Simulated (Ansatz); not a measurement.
P₂Ru in space group Pnnm (No. 58; P on 4g, Ru on 2a), plane-wave PAW LDA (Ansatz code). The conduction-band minimum lies on the Γ–Z line, 45 % of the way from Γ, with 2 equivalent valleys. Second derivatives d²E/dk² of the lowest band at one valley (eV·Å²), along Cartesian directions:

```json
[
 {"direction": "[100]", "d²E/dk²": "20.26"},
 {"direction": "[010]", "d²E/dk²": "4.330"},
 {"direction": "[001]", "d²E/dk²": "9.906"},
 {"direction": "[110]", "d²E/dk²": "12.28"},
 {"direction": "[101]", "d²E/dk²": "15.09"},
 {"direction": "[011]", "d²E/dk²": "7.120"}
]
```

Question: Find the principal effective masses, the density-of-states mass and the conductivity mass.

Answer: Off-diagonal terms follow from H_xy = H[110] − (H_xx + H_yy)/2, and m*/mₑ = 7.620 eV·Å² over each eigenvalue: 0.38, 0.77, 1.8. One valley's DOS mass (m₁m₂m₃)^(1/3) = 0.80, conductivity mass 3/(Σ 1/mᵢ) = 0.66 mₑ.

Question: What effective density of states Nc follows at 300 K for parabolic valleys?

Answer: Nc = 2.509e19 × 2 × (0.80)^(3/2) ≈ 3.6e19 cm⁻³.

Question: With the computed static dielectric constant 31.4 (mean of the diagonal), estimate a hydrogenic donor's binding energy and radius.

Answer: E = 13.606 eV × 0.66/31.4² ≈ 9.1 meV; a = 0.529 Å × ε/m* ≈ 25 Å. Semilocal masses tend to be too small when the gap is underestimated.

The workflow started from a Materials Project entry (that database holds measured and hypothetical structures alike); the Crystallography Open Database files this formula in space group No. 58, but the cells were not matched. Its standing as an ambient phase is unchecked. Symmetry was held in the LDA relaxation; its stability against distortions is not shown here. The run is not spin-polarised. Spin–orbit coupling is left out wherever it is not named.

Potentials: the later of the program's two PAW sets.
